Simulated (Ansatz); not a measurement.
Input and command of a plane-wave DFT calculation in Ansatz:

```yaml
crystal:
  lattice:
    - [3.2498404491, 0.0, 0.0]
    - [0.0, 3.2498404491, 0.0]
    - [0.0, 0.0, 3.2498404491]
  atoms:
    - { symbol: Li, position: [0.5, 0.5, 0.5] }
    - { symbol: Be, position: [0.0, 0.0, 0.0] }
    - { symbol: F, position: [0.0, 0.5, 0.5] }
    - { symbol: F, position: [0.5, 0.5, 0.0] }
    - { symbol: F, position: [0.5, 0.0, 0.5] }
basis:
  ecutwfc: 420
kpoints:
  mp_grid: { grid: [6, 6, 6] }
hamiltonian:
  xc: pbe
scf:
  occupations: { method: gaussian, width: 0.1 }
output:
  forces: true
  stress: true
  eigenvalues: true
```

```bash
ansatz run input.yaml --threads 1 --pin off --max-ram 3072MiB --backend cpu --events-out ev --progress --plain --runs-dir out
```

Processor: Arm Neoverse V2, 1 thread, on a host shared with other jobs.

Task: How long does it run, and how much memory does it take?

Result: About 0.96 s on 1 thread of Arm Neoverse V2 (shared host), peak memory 0.27 GiB. It solves 18 bands at 20 k points (the mesh reduced by the symmetry that the task leaves, which can be less than the crystal's) with about 691 plane waves, in 6 SCF iterations.
